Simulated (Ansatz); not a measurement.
Data:

HfC:
```yaml
crystal:
  lattice:
    - [3.20102, 0.00000, 0.00000]
    - [-1.60051, 2.77217, 0.00000]
    - [0.00000, 0.00000, 2.88807]
  atoms:
    - { symbol: Hf, position: [0.00000, 0.00000, 0.00000] }
    - { symbol: C, position: [0.33333, 0.66667, 0.50000] }
```

This is the PBEsol-relaxed structure.

**Question.** All from PBEsol in the plane-wave PAW code Ansatz, unless another level is named. Give the electronic character.

**Answer.** metallic (no gap).

**Question.** Next, the density of states at the Fermi level?

**Answer.** 0.05 states/eV per atom (mean over ±0.08 eV).

**Question.** What about the formation energy from the elements (no fitted shifts)?

**Answer.** -0.21 eV/atom.

**Question.** Give the gap with spin–orbit coupling.

**Answer.** none (metallic).

Space group P-6m2. The start of the workflow was typed in or built on a structure type; neither database checked (COD, Materials Project) lists it. It is not the phase usual at ambient conditions (space group No. 225). Symmetry was held in the PBEsol relaxation. At this level the phase is mechanically unstable. The run is not spin-polarised. The references are the lowest solids computed at this level, not always the standard phases. Spin–orbit coupling is left out wherever it is not named.

Potentials: the later of the program's two PAW sets.
